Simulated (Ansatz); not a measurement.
Total density of states per atom from PBEsol (plane waves, PAW; program Ansatz), in 0.25 eV bins, energy from the valence-band maximum:

| E (eV) | states/eV/atom |
|---|---|
| -7.85 | 0.00 |
| -7.60 | 0.00 |
| -7.35 | 0.00 |
| -7.10 | 0.00 |
| -6.85 | 0.00 |
| -6.60 | 0.00 |
| -6.35 | 0.00 |
| -6.10 | 0.00 |
| -5.85 | 0.03 |
| -5.60 | 0.23 |
| -5.35 | 0.41 |
| -5.10 | 0.60 |
| -4.85 | 0.77 |
| -4.60 | 0.43 |
| -4.35 | 0.35 |
| -4.10 | 0.47 |
| -3.85 | 0.23 |
| -3.60 | 0.30 |
| -3.35 | 0.43 |
| -3.10 | 0.37 |
| -2.85 | 0.42 |
| -2.60 | 0.48 |
| -2.35 | 0.49 |
| -2.10 | 0.61 |
| -1.85 | 0.68 |
| -1.60 | 0.71 |
| -1.35 | 0.88 |
| -1.10 | 0.93 |
| -0.85 | 1.18 |
| -0.60 | 0.62 |
| -0.35 | 0.34 |
| -0.10 | 0.05 |
| 0.15 | 0.00 |
| 0.40 | 0.00 |
| 0.65 | 0.00 |
| 0.90 | 0.00 |
| 1.15 | 0.00 |
| 1.40 | 0.00 |
| 1.65 | 0.00 |
| 1.90 | 0.00 |
| 2.15 | 0.00 |
| 2.40 | 0.00 |
| 2.65 | 0.00 |
| 2.90 | 0.00 |
| 3.15 | 0.00 |
| 3.40 | 0.00 |
| 3.65 | 0.00 |
| 3.90 | 0.00 |
| 4.15 | 0.00 |
| 4.40 | 0.01 |
| 4.65 | 0.01 |
| 4.90 | 0.04 |
| 5.15 | 0.17 |
| 5.40 | 0.31 |
| 5.65 | 0.41 |
| 5.90 | 0.53 |
| 6.15 | 0.55 |
| 6.40 | 0.49 |
| 6.65 | 0.35 |
| 6.90 | 0.33 |
| 7.15 | 0.29 |
| 7.40 | 0.22 |
| 7.65 | 0.19 |
| 7.90 | 0.13 |
| 8.15 | 0.20 |
| 8.40 | 0.37 |
| 8.65 | 0.53 |
| 8.90 | 0.55 |

**Question.** Which of these materials gives this?
(A) HgSe, zinc blende
(B) Pb, fcc (Cu type)
(C) AlN, wurtzite
(D) Sn, β-Sn type

**Answer.** C, AlN, wurtzite. Top 1 eV of the valence band: N 2p 91 %, Al 3p 7 %. Bottom 1 eV of the conduction band: Al 3p 38 %, N 2s 29 %, Al 3s 17 %, N 2p 7 %, outside the projected shells 9 %. Projections are on Löwdin-orthogonalised atomic valence shells; empty p or d shells of many metals are not among them.

Space group P6_3mc (wurtzite). The cell was relaxed with PBEsol under the symmetry of its start.

Potentials: the later of the program's two PAW sets.
